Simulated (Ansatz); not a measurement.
CdSe (rock salt, Fm-3m), LDA (plane waves, PAW; program Ansatz), all energies at zero smearing, with the estimated change up to a 700 eV cutoff added, with one set of potentials and settings (totals compare only within such a set). Cell of 2 atoms (1 Cd, 1 Se): -13502.077 eV.

| element | reference phase | E (eV/atom) |
|---|---|---|
| Cd | P6_3/mmc, 2 atoms in the cell | -8117.8923 |
| Se | P3_121, 3 atoms in the cell | -5383.2604 |

Formation energy per atom, worked out: (-13502.077 − 1×(-8117.8923) − 1×(-5383.2604))/2 = -0.462 eV/atom (-45 kJ per mol of atoms), at 0 K, without zero-point energy or fitted corrections.

This is a known high-pressure phase of the composition, computed here at zero pressure and temperature. The LDA relaxation kept the symmetry of its start; its stability against distortions is not shown here. The references are the lowest solids computed at this level, not always the standard phases.

Potentials: the later of the program's two PAW sets.
